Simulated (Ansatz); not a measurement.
KAgF₄:
```yaml
crystal:
  lattice:
    - [-2.81502, 2.81502, 5.68851]
    - [2.81502, -2.81502, 5.68851]
    - [2.81502, 2.81502, -5.68851]
  atoms:
    - { symbol: K, position: [0.25000, 0.25000, 0.00000] }
    - { symbol: K, position: [0.75000, 0.75000, 0.00000] }
    - { symbol: Ag, position: [0.50000, 0.00000, 0.50000] }
    - { symbol: Ag, position: [0.00000, 0.50000, 0.50000] }
    - { symbol: F, position: [0.44331, 0.94331, 0.15572] }
    - { symbol: F, position: [0.55669, 0.05669, 0.84428] }
    - { symbol: F, position: [0.94331, 0.78759, 0.50000] }
    - { symbol: F, position: [0.05669, 0.21241, 0.50000] }
    - { symbol: F, position: [0.78759, 0.28759, 0.84428] }
    - { symbol: F, position: [0.21241, 0.71241, 0.15572] }
    - { symbol: F, position: [0.28759, 0.44331, 0.50000] }
    - { symbol: F, position: [0.71241, 0.55669, 0.50000] }
```

Relaxed with LDA.

Which orbitals make up the states near the band edges in the program Ansatz at the LDA level (PAW)?

Top 1 eV of the valence band: F 2p 62 %, Ag 4d 35 %. Bottom 1 eV of the conduction band: F 2p 53 %, Ag 4d 43 %. Projections are on Löwdin-orthogonalised atomic valence shells; empty p or d shells of many metals are not among them.

Tabulate the density of states.

States/eV per cell of 12 atoms, in 0.25 eV bins, energy from the valence-band maximum.

```tsv
E (eV)	total	F 2p	Ag 4d	Ag 5s
-7.85	0.00	0.00	0.00	0.00
-7.60	0.00	0.00	0.00	0.00
-7.35	0.00	0.00	0.00	0.00
-7.10	0.00	0.00	0.00	0.00
-6.85	0.00	0.00	0.00	0.00
-6.60	0.00	0.00	0.00	0.00
-6.35	0.00	0.00	0.00	0.00
-6.10	0.00	0.00	0.00	0.00
-5.85	16.00	7.10	7.75	0.00
-5.60	0.00	0.00	0.00	0.00
-5.35	0.00	0.00	0.00	0.00
-5.10	1.31	0.85	0.35	0.06
-4.85	19.30	10.29	7.89	0.33
-4.60	11.38	5.18	5.88	0.13
-4.35	0.00	0.00	0.00	0.00
-4.10	1.22	0.49	0.70	0.00
-3.85	15.58	6.40	8.94	0.00
-3.60	14.22	4.97	9.09	0.00
-3.35	1.42	0.68	0.72	0.00
-3.10	6.33	5.86	0.27	0.00
-2.85	17.96	16.80	0.53	0.01
-2.60	8.91	8.04	0.56	0.01
-2.35	14.38	12.07	1.45	0.46
-2.10	6.21	5.23	0.69	0.10
-1.85	10.10	8.28	1.33	0.25
-1.60	23.55	21.05	1.77	0.29
-1.35	11.15	9.82	1.06	0.15
-1.10	20.08	18.16	1.62	0.17
-0.85	5.38	3.30	1.87	0.16
-0.60	24.38	15.20	8.66	0.13
-0.35	19.37	12.47	6.58	0.04
-0.10	7.78	4.58	3.06	0.04
0.15	0.00	0.00	0.00	0.00
0.40	0.00	0.00	0.00	0.00
0.65	0.00	0.00	0.00	0.00
0.90	0.00	0.00	0.00	0.00
1.15	0.00	0.00	0.00	0.00
1.40	0.00	0.00	0.00	0.00
1.65	0.00	0.00	0.00	0.00
1.90	14.96	7.93	6.49	0.00
2.15	1.04	0.56	0.45	0.00
2.40	0.00	0.00	0.00	0.00
2.65	0.00	0.00	0.00	0.00
2.90	0.00	0.00	0.00	0.00
3.15	0.00	0.00	0.00	0.00
3.40	0.00	0.00	0.00	0.00
3.65	0.00	0.00	0.00	0.00
3.90	0.00	0.00	0.00	0.00
4.15	0.00	0.00	0.00	0.00
4.40	0.00	0.00	0.00	0.00
4.65	0.00	0.00	0.00	0.00
4.90	0.00	0.00	0.00	0.00
5.15	0.00	0.00	0.00	0.00
5.40	0.00	0.00	0.00	0.00
5.65	0.00	0.00	0.00	0.00
5.90	0.05	0.00	0.00	0.01
6.15	0.31	0.02	0.01	0.10
6.40	0.51	0.03	0.01	0.17
6.65	0.71	0.06	0.02	0.26
```

Space group I4/mcm. The workflow started from a Materials Project entry (that database holds measured and hypothetical structures alike); the Crystallography Open Database files this formula in space group No. 140, but the cells were not matched. Its standing as an ambient phase is unchecked. The cell was relaxed with LDA under the symmetry of its start; of distortions, only those at the zone centre were tested. No spin polarisation was allowed. Spin–orbit coupling is left out wherever it is not named.

Potentials: the later of the program's two PAW sets.
